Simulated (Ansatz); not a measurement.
Polymorphs of CoW, each relaxed with DFT-r²SCAN in the program Ansatz with PAW potentials:

A: rock salt (Fm-3m)
a = 4.8357 Å, b = 4.8357 Å, c = 4.8357 Å, α = 90.00°, β = 90.00°, γ = 90.00°

| atom | site | symmetry | x | y | z |
|---|---|---|---|---|---|
| Co | 4a | m-3m | 0.0000 | 0.0000 | 0.0000 |
| W | 4b | m-3m | 0.5000 | 0.5000 | 0.5000 |

B: Cmcm
a = 2.6834 Å, b = 9.4505 Å, c = 4.1062 Å, α = 90.00°, β = 90.00°, γ = 90.00°

| atom | site | symmetry | x | y | z |
|---|---|---|---|---|---|
| W | 4c | m2m | 0.0000 | 0.3438 | 0.2500 |
| Co | 4c | m2m | 0.0000 | 0.0757 | 0.2500 |

Task: Rank these by energy per atom at 0 K (lowest first), as r²SCAN gives it.

Result: B (+0 meV/atom), A (+772 meV/atom)

Spin orders computed, not proven ground states: A ferromagnetic; B ferromagnetic. Typed or built starts, not in the databases checked: A; B. All cells were relaxed under the symmetry of their starts (and spin orders); stability against distortions was not tested throughout. Spin–orbit coupling is left out wherever it is not named.

Energies hold the estimated change up to a 700 eV cutoff; steps of a few meV lie near the error of the meshes.

Potentials: the later of the program's two PAW sets.
